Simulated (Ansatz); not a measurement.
The start is a relaxed WC cell deformed by the Cartesian strain tensor (xx, yy, zz, yz, xz, xy) = (0.077, 0.063, -0.062, -0.006, -0.121, -0.004). Cell shape, volume and atoms are optimised at zero target pressure with r2SCAN (plane waves to 500 eV, PAW, scalar-relativistic; Ansatz, a quantum-chemistry and plane-wave program). The first steps use a coarse 9×9×9 k-mesh.

Starting cell:
```
CELL_PARAMETERS angstrom
      3.13684    -0.01019    -0.35388
     -1.57725     2.68637     0.16307
     -0.34466    -0.01560     2.66083
ATOMIC_POSITIONS crystal
  W  0.00000 0.00000 0.00000
  C  0.66667 0.33333 0.50000
```

Q: Which atoms feel the largest initial force, and how large is it?

A: About 1.4 eV/Å, on W1, C2 (atoms numbered as listed).

Q: Is the parent structure recovered?

A: It returns to the parent structure, P-6m2 (No. 187).

Q: How do the shortest distances between atoms change?

A: The closest pairs of elements (up to four, under 3.6 Å), start → end: C–W 2.01 → 2.20 Å; W–W 2.68 → 2.84 Å; C–C 2.68 → 2.84 Å.

It ends as:

Space group P-6m2 (No. 187); a = b = 2.913 Å, c = 2.837 Å, α = β = 90.00°, γ = 120.00°

```csv
atom,site,symmetry,x,y,z
W,1a,-6m2,0.0000,0.0000,0.0000
C,1d,-6m2,0.3333,0.6667,0.5000
```

Final values are on a 18×18×16 k-mesh of the relaxed cell. No spin polarisation in the result.
